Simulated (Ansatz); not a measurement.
Computed with DFT PBE, scalar-relativistic, plane waves, PAW, and for the lanthanide a 4f-in-core norm-conserving potential, in Ansatz 0.2.0. Cutoff 660 eV, Γ-centred meshes of about 0.25 Å⁻¹ or finer for metals and 0.3 Å⁻¹ for insulators (2π included), Gaussian smearing. No spin polarisation.

Temperature and zero-point effects are left out.

Two forms of PrHRh3 were relaxed alike.

1.

```
Pr H Rh
1.0
     2.95315    1.70500    2.41536
    -2.95315    1.70500    2.41536
     0.00000   -3.41000    2.41536
Pr H Rh
1 1 3
Direct
  0.99486 0.99486 0.99486
  0.56966 0.56966 0.56966
  0.49314 0.00286 0.49314
  0.49314 0.49314 0.00286
  0.00286 0.49314 0.49314
```

2.

```
Pr H Rh
1.0
     3.51939    0.00000    0.00000
     0.00000    3.51939    0.00000
     0.00000    0.00000    6.14066
Pr H Rh
1 1 3
Direct
  0.50000 0.50000 0.50000
  0.00000 0.00000 0.50000
  0.50000 0.50000 0.00000
  0.00000 0.00000 0.79710
  0.00000 0.00000 0.20290
```

**Question.** Which would you expect to be lower, and how large is the difference?

**Answer.** Cell 1 is lower, by 128 meV/atom. Cell 1 has space group R3m (No. 160), 14.6 Å³/atom and no gap on its mesh; cell 2 has space group P4/mmm (No. 123), 15.2 Å³/atom and no gap. Counting Pr or Rh atoms around H (for each partner element, those within 1.25 times its shortest distance or 1.15 times the sum of covalent radii, where it is the nearest in units of that sum or under 1.3), cell 1 has H 3 and cell 2 has H 6. The denser one is the lower, and pressure would at first widen the difference. In cell 1, Pr has 12 Rh at 2.95–2.97 Å, 1 H at 3.08 Å, 3 H at 3.47 Å, 3 H at 3.83 Å, 1 H at 4.17 Å and 6 Pr at 4.18 Å; H is surrounded by 3 Rh at 1.87 Å, 3 Rh at 2.41 Å and 1 Pr at 3.08 Å; Rh has 1 H at 1.87 Å, 1 H at 2.41 Å, 8 Rh at 2.90–3.01 Å and 4 Pr at 2.95–2.97 Å. In cell 2, around Pr lie 4 H at 2.49 Å, 10 Rh at 3.07–3.09 Å and 4 Pr at 3.52 Å; around H lie 2 Rh at 1.82 Å and 4 Pr at 2.49 Å; Rh on a site of symmetry 4/mmm has 8 Rh at 2.78 Å and 2 Pr at 3.07 Å; 1 more site not described. Both come from trial cells of a structure search.

With hydrogen, zero-point motion can shift such differences by 10 meV/atom or more. Trial moments fell under 0.15 μB along the way in R3m and P4/mmm; another start might hold them. Cells relaxed within their symmetry can be saddle points.

The lanthanide is trivalent by construction, without f bands, f moments or other valences.
